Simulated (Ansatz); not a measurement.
**TiAl (CuAu type, space group P4/mmm), energy against volume**

TiAl (CuAu type, space group P4/mmm)

```yaml
crystal:
  lattice:
    - [2.81288, 0.00000, 0.00000]
    - [0.00000, 2.81288, 0.00000]
    - [0.00000, 0.00000, 4.05874]
  atoms:
    - { symbol: Al, position: [0.50000, 0.50000, 0.50000] }
    - { symbol: Ti, position: [0.00000, 0.00000, 0.00000] }
```

E(V) scan at fixed shape, V₀ the volume above. Symmetry pins the atoms to their sites.

Computed with r2SCAN (plane waves to 500 eV, PAW, scalar-relativistic; Ansatz, a program for electronic structure). k mesh 16×16×12 (Γ-centred), Fermi-Dirac smearing 0.05 eV. Energies are smeared free energies. Compression counts positive. With the shape held, the modulus is that of even scaling; a crystal free to change shape is softer. The PAW data are Ansatz's earlier set. TiAl is run without spin polarisation. TiAl was relaxed with its symmetry unable to fall. ΔE is measured from the relaxed starting cell.

```json
[
 {"V (Å³/atom)": "13.488", "ΔE (eV/atom)": "0.205", "P (GPa)": "29.3"},
 {"V (Å³/atom)": "14.130", "ΔE (eV/atom)": "0.107", "P (GPa)": "19.7"},
 {"V (Å³/atom)": "14.772", "ΔE (eV/atom)": "0.044", "P (GPa)": "11.8"},
 {"V (Å³/atom)": "15.415", "ΔE (eV/atom)": "0.010", "P (GPa)": "5.4"},
 {"V (Å³/atom)": "16.057", "ΔE (eV/atom)": "0.000", "P (GPa)": "0.0"},
 {"V (Å³/atom)": "16.699", "ΔE (eV/atom)": "0.009", "P (GPa)": "-4.4"},
 {"V (Å³/atom)": "17.342", "ΔE (eV/atom)": "0.034", "P (GPa)": "-8.0"},
 {"V (Å³/atom)": "17.984", "ΔE (eV/atom)": "0.073", "P (GPa)": "-11.0"},
 {"V (Å³/atom)": "18.626", "ΔE (eV/atom)": "0.122", "P (GPa)": "-13.4"}
]
```

Key numbers:

```
Item                                                                           Value
---------------------------------------------------------------------  -------------
Pressure at the smallest volume                                             29.3 GPa
Energy cost of the largest compression                                  205 meV/atom
Energy cost of the largest expansion                                    122 meV/atom
Bulk modulus at fixed cell shape B₀ (third-order Birch-Murnaghan fit)        121 GPa
Pressure derivative B₀′ (fit)                                                    3.8
Equilibrium volume of the fit                                          16.06 Å³/atom
Pressure for 5 % compression (fit)                                           6.8 GPa
```

(A scan under strain: stresses follow from slopes of the energy per volume, elastic moduli from its curvatures.)
